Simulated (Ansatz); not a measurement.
An Ansatz (a quantum-chemistry and plane-wave program) run. Input:

Ansatz 0.2 input:
```yaml
crystal:
  lattice:
    - [3.775216374, 0.0, 0.0]
    - [0.0, 3.775216374, 0.0]
    - [0.0, 0.0, 3.775216374]
  atoms:
    - { symbol: Ru, position: [0.0, 0.0, 0.0], spin: 0.04 }
    - { symbol: N, position: [0.0, 0.5, 0.0], spin: -0.1 }
    - { symbol: N, position: [0.5, 0.0, 0.0], spin: -0.1 }
    - { symbol: N, position: [0.0, 0.0, 0.5], spin: -0.1 }
kpoints:
  mp_grid: { grid: [23, 23, 23] }
hamiltonian:
  xc: pbesol
  pseudopotentials: { azcp: { folder: ./paw }, kind: paw }
magnetization: { spin_polarized: true }
scf:
  occupations: { method: fermi_dirac, width: 0.1 }
elastic: { mode: relaxed_ion, stencil: two_point, amplitude: 0.005, f_tol: 0.0005 }
```

Output (shortened):

```
Pseudopotential: Ru, paw, valence charge 16
Pseudopotential: N, paw, valence charge 5
Functional definition: PBEsol
a single point of the input's cell can leave the moments in the input for a lower state (scf.lower_state_search) …
Crystal: 4 atoms, lattice volume = 53.805 Å³
Basis set: ecut = 420 eV, 1021 PW (Γ), exchange–correlation on 54×54×54 points (8 copies of the dense FFT grid, shifted against one another)
Bands: 20, of which v1, the nominal top of the filled ones, is band 16 counted from 1 (15 counted from 0)
Symmetry: 48 space group operations
Space group: Pm-3m (ITA 221), of the structure as read, at distance tolerance 3.8e-5 Å
k-points: 364 of 12167
Starting moments: Σ|m| = 0.34 μB on 4 of 4 sites
SCF 1 converged in 13 iterations: F = -6945.420877 eV  dr2 = 2.16e-11
WARN: a single point of the input's cell can leave the moments in the input for a lower state (scf.lower_state_search) …
Crystal: 4 atoms, lattice volume = 53.805 Å³
Stability of the state it starts from, as read at its close in the collinear treatment …
SCF 2 converged in 8 iterations: F = -6945.420877 eV  dr2 = 7.88e-14
WARN: this state was not checked for a lower one beside it: the run's test of it (scf.lower_state_search) could not run behind this SCF …
Crystal: 4 atoms, lattice volume = 53.536 Å³
Symmetry: 16 space group operations
k-points: 936 of 12167
SCF 3 converged in 11 iterations: F = -6945.418564 eV  dr2 = 1.26e-14
Crystal: 4 atoms, lattice volume = 54.074 Å³
Basis set: ecut = 420 eV, 1029 PW (Γ), exchange–correlation on 54×54×54 points (8 copies of the dense FFT grid, shifted against one another)
SCF 4 converged in 10 iterations: F = -6945.419062 eV  dr2 = 4.03e-14
Crystal: 4 atoms, lattice volume = 53.805 Å³
Symmetry: 8 space group operations
k-points: 1728 of 12167
SCF 5 converged in 10 iterations: F = -6945.420852 eV  dr2 = 1.47e-14
Crystal: 4 atoms, lattice volume = 53.805 Å³
SCF 6 converged in 8 iterations: F = -6945.420852 eV  dr2 = 5.54e-14
SCF converged after 8 iterations
Magnetization: 0.0000 μB (15.5000 up, 15.5000 down)
Absolute magnetization: 0.0000 μB (∫|ρ↑−ρ↓|)
Spin contamination: 0.0000 ħ² per cell (⟨S²⟩ above its minimum at these occupations)
Per-site moments (μB) at R_I (Å): [(0.0, 0.7786383771375001), (0.0, 0.7786383771375001), (0.0, 0.7786383771375001), (0.0, 0.7786383771375001)]
Free energy (F): -6945.420877 eV
Harris-Foulkes:  -6945.420877 eV  (|F-HF|=1.82e-12)
Internal energy: -6945.322227 eV  (E = F + TS)
E sigma→0 (E₀):  -6945.371552 eV
Entropy (-TS):   -0.098650 eV (-24.663 meV/atom)
Fermi energy:    7.010497 eV
--- Per-component energies (eV) ---
  E_band       = -352.128762
  E_kinetic    = 827.397823
  E_local      = -3273.592501  (includes V_loc(G=0)·N_el)
  E_nonlocal   = 513.316509
  E_hartree    = 1174.774033
  E_xc         = -338.839447
  E_vxc        = -430.031011  (∫ρ·V_xc dr)
  E_paw        = -3803.187946  (= ΣΔE_a)
  E_vpaw       = -338.770476  (= ΣTr[D̂ρ^β])
  E_aug_tail   = 0.002814  (compensation charges beyond the density's cutoff)
  E_ewald      = -2045.531107
  E_core_change = 0.337593  (= ΣΔE_core)
  E_smearing   = -0.098650  (= −TS)
  E_closure    =  0.000000  (closes the sum)
  Σ components = -6945.420877   (vs F -6945.420877, Δ=0.00e0)
--- Forces (eV/Å), atoms counted from 1 ---
  atom   1  Ru     0.00000000     0.00000000     0.00000000
  atom   2  N      0.00000000     0.00000000     0.00000000
  atom   3  N      0.00000000     0.00000000     0.00000000
  atom   4  N      0.00000000     0.00000000     0.00000000
  max |Σ_I F_I| component: 0.0 eV/Å
--- Stress (GPa, compression-positive) ---
        0.124166       0.000000       0.000000
        0.000000       0.124166       0.000000
        0.000000       0.000000       0.124166
  P = ⅓ Tr σ = 0.1242 GPa (1.242 kbar)
--- Band table (eV; the first three rows and the last of 728) ---
  k-point 0 ↑: bands = ["-67.9699", "-37.9615", "-37.9615", "-37.9615", "-8.5787", "-7.2606", "-7.2606", "3.4912", "3.4912", "3.4912", "3.9003", "3.9003", "3.9003", "6.3528", "6.3528", "6.3528", "6.8946", "6.8946", "6.8946", "8.5134"]
  k-point 1 ↑: bands = ["-67.9699", "-37.9619", "-37.9615", "-37.9615", "-8.5665", "-7.2597", "-7.2499", "3.4123", "3.4264", "3.4264", "3.9008", "3.9296", "3.9296", "6.3429", "6.3917", "6.3917", "6.7052", "6.9108", "6.9108", "8.5142"]
  k-point 2 ↑: bands = ["-67.9699", "-37.9628", "-37.9614", "-37.9614", "-8.5313", "-7.2571", "-7.2170", "3.1792", "3.2741", "3.2741", "3.9024", "3.9834", "3.9834", "6.3143", "6.3381", "6.4879", "6.4879", "6.9704", "6.9704", "8.5164"]
  k-point 363 ↓: bands = ["-67.9688", "-37.9747", "-37.9747", "-37.9747", "-5.8711", "-5.8623", "-5.8623", "-0.9937", "-0.9937", "0.4160", "0.4175", "0.4175", "0.6919", "7.9662", "7.9662", "7.9713", "8.9269", "8.9326", "8.9326", "14.5847"]
--- Elastic constants: 2 strain directions × 2 members + reference (group order 48) ---
  dense FFT box of the reference and of every strained cell: 27×27×27
  strains applied: 11, 23; error gains: componentwise 1.00 (the most a stress slope's error grows in a printed constant), spectral 1.73 (1 for all six strains …
  C = ∂σ_k/∂η_j (tension-positive GPa; Voigt order 11 22 33 23 13 12):
       491.161     59.999     59.999      0.000      0.000      0.000
        59.999    491.161     59.999      0.000      0.000      0.000
        59.999     59.999    491.161      0.000      0.000      0.000
         0.000      0.000      0.000      4.743      0.000      0.000
         0.000      0.000      0.000      0.000      4.743      0.000
         0.000      0.000      0.000      0.000      0.000      4.743
  reference stress σ⁰ (GPa):     -0.124     -0.124     -0.124      0.000      0.000      0.000
  moduli (Voigt/Reuss/Hill, GPa): K = 203.72/203.72/203.72   G = 89.08/7.79/48.43   E = 134.63   ν = 0.390
  mechanically stable: yes (min eigenvalue of sym C = 4.74 GPa)
  strain η (Voigt 11):  stress-route row diagonal C_11 = 491.16 GPa, energy-path curvature d²(F+E_count+ΔE)/dδ²/Ω₀ = 491.06 GPa
         δ    σ_11 (GPa)             F (eV)   n_scf  n_hpsi   n_pw
    -5.000e-3      -2.6507       -6945.4185637      11  429489   1065   relax 0 steps, max|allowed force component| 0.0 eV/Å
     5.000e-3       2.2609       -6945.4190617      10  447539   1079   relax 0 steps, max|allowed force component| 0.0 eV/Å
  strain η (Voigt 23):  stress-route row diagonal C_44 = 4.74 GPa, energy-path curvature d²(F+E_count+ΔE)/dδ²/Ω₀ = 4.82 GPa
         δ    σ_23 (GPa)             F (eV)   n_scf  n_hpsi   n_pw
    -5.000e-3      -0.0237       -6945.4208519      10  765622   1070   relax 0 steps, max|allowed force component| 0.0 eV/Å
     5.000e-3       0.0237       -6945.4208519       8  630092   1070   relax 0 steps, max|allowed force component| 0.0 eV/Å
```

Cost: about 6 core-minutes (a rough figure) on shared cores.

The start of the workflow was typed in or built on a structure type; neither database checked (COD, Materials Project) lists it. Whether it is the stable phase at ambient conditions was not checked. The cell was relaxed with PBEsol under the symmetry of its start; whether a distortion lowers the energy is not shown. Magnetic state: ferromagnetic, the only order run, not a proven ground state. The cell computed holds one magnetic atom, so no antiferromagnetic order was within reach. Its formation energy is positive at this level, so the cell may be metastable or incomplete. No Hubbard U is applied. As this level gives no gap, shear constants depend on the k-mesh and smearing (Fermi–Dirac, 0.1 eV here). Point labels and valley counts follow the cell and symmetry of the run, lower than the named group. Spin–orbit coupling is left out wherever it is not named.

Potentials: the earlier of the program's two PAW sets. The files were generated under PBE; for other functionals the program regenerates the frozen cores, and for LDA and PBEsol the local potential too.

Ansatz is a plane-wave DFT program.
